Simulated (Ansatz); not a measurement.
Computed with DFT, r2SCAN, plane waves (500 eV) with PAW, scalar-relativistic in Ansatz. (PAW data from PBE, frozen cores regenerated.)

An element in the diamond structure gives this curve. The cell is scaled uniformly from the relaxed one, with fractional coordinates and shape fixed. Energies are extrapolated to zero smearing, pressures are those at the given smearing. Magnetic state: spin not included.

```
V (Å³/atom)  E − E₀ (meV/atom)  P (GPa)
     27.376               71.6     6.92
     28.620               29.2     4.12
     29.865                6.5     1.83
     31.109                0.0    -0.03
     32.353                6.5    -1.54
     33.598               23.6    -2.78
     34.842               49.4    -3.78
```

(1) Which element is it?
A. silver
B. selenium
C. hafnium
D. gold

Results:

(1) B. Its fit is V₀ = 31.07 Å³/atom, B₀ = 42 GPa, B₀′ = 4.2.
